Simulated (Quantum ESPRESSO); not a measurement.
Simulation results for Al₃ZnO₅F (made-up cell)

Computed with Quantum ESPRESSO 7.5. Calculation on a made-up crystal cell, not a measurement, rerun at a higher cutoff and a denser mesh: periodic Kohn-Sham density functional theory in plane waves with PseudoDojo standard norm-conserving scalar-relativistic pseudopotentials, each functional with its own files (v0.5 for PBE, v0.4.1 for LDA and PBEsol), no spin polarisation, no spin-orbit coupling, atoms not relaxed, stress positive in tension, energies less a fixed whole-eV offset for each atom's element; levels are Kohn-Sham levels at fractions of this cell's reciprocal vectors, counted from the reference band (half the neutral cell's valence electrons, rounded up) at Gamma; error bars give the change to or from the runs named with them, not the error of the files; each bar is the largest change over components, and at least 0.002 eV, 0.002 eV per angstrom or 0.02 GPa; no dispersion term; energies are for the whole cell, and the offsets were chosen from early runs and are not element reference energies; machines and their load varied, so run times do not measure scaling.

Al₃ZnO₅F (made-up cell)

```
Al3ZnO5F
1.0
      2.4373     1.4309     4.4149
     -2.4721     1.3886     4.4475
     -0.0540    -2.8233     4.4325
Al Zn Al F O
1 1 2 1 5
Direct
  0.35713 0.35026 0.34356
  0.15248 0.17547 0.11215
  0.63356 0.64704 0.64681
  0.85604 0.91507 0.83479
  0.52209 0.91826 0.28451
  0.22670 0.53161 0.96185
  0.94864 0.25179 0.56241
  0.46839 0.07333 0.73579
  0.76216 0.46919 0.02493
  0.05008 0.74036 0.47998
```

```
lattice type                                        : corundum
functional                                          : pbe
cutoff                                              : 1437 eV
fermi dirac smearing                                : 0.025 eV
scf tolerance                                       : 1e-07 eV
electrons removed                                   : 0
run command                                         : pw.x -nk 1 -in in
run processor                                       : AMD EPYC, Zen 5 class, virtual cores
k mesh                                              : 7 x 7 x 7, shifted by half a step
free energy less offsets                            : 8.649 eV
scf iterations                                      : 11
smearing term minus ts                              : 0 eV
pressure                                            : 11.73 GPa
stress xx                                           : -13.2 GPa
stress yy                                           : -18.83 GPa
stress zz                                           : -3.146 GPa
stress yz                                           : -1.169 GPa
stress xz                                           : 3.053 GPa
stress xy                                           : 5.969 GPa
reference band                                      : 33
error bar energy                                    : 0.002629 eV
error bar stress                                    : 0.02453 GPa
error bar force                                     : 0.002 eV/Å
error bar next band up                              : 0.002 eV
error bars from                                     : change from the looser run of this cell
wall time of scf and band steps on a shared machine : 2167 s
```

Atoms:
| atoms element | atom site | atom energy offset (eV) |
| --- | --- | --- |
| Al | 1 | -64 |
| Zn | 2 | -5687 |
| Al | 3 | -64 |
| Al | 4 | -64 |
| F | 5 | -677 |
| O | 6 | -452 |
| O | 7 | -452 |
| O | 8 | -452 |
| O | 9 | -452 |
| O | 10 | -452 |

Forces:
| site | x (eV/Å) | y (eV/Å) | z (eV/Å) |
| --- | --- | --- | --- |
| 1 | -2.666 | -0.02021 | 3.495 |
| 2 | 0.2541 | -3.254 | -5.154 |
| 3 | 2.094 | -1.847 | 4.17 |
| 4 | 3.364 | -1.817 | -5.907 |
| 5 | 1.895 | 0.9646 | 1.743 |
| 6 | -1.531 | 4.154 | 6.274 |
| 7 | -1.823 | 1.352 | 2.771 |
| 8 | 1.15 | 1.886 | -2.382 |
| 9 | -3.194 | -3.114 | -3.147 |
| 10 | 0.4569 | 1.696 | -1.864 |

Levels:
| level k point | next band up (eV) |
| --- | --- |
| Gamma | 1.835 |
| (1/2,1/2,1/2) | 3.918 |
| (0.15,0,0) | 2.349 |
| (0,0.15,0) | 2.338 |
| (0,0,0.15) | 2.371 |
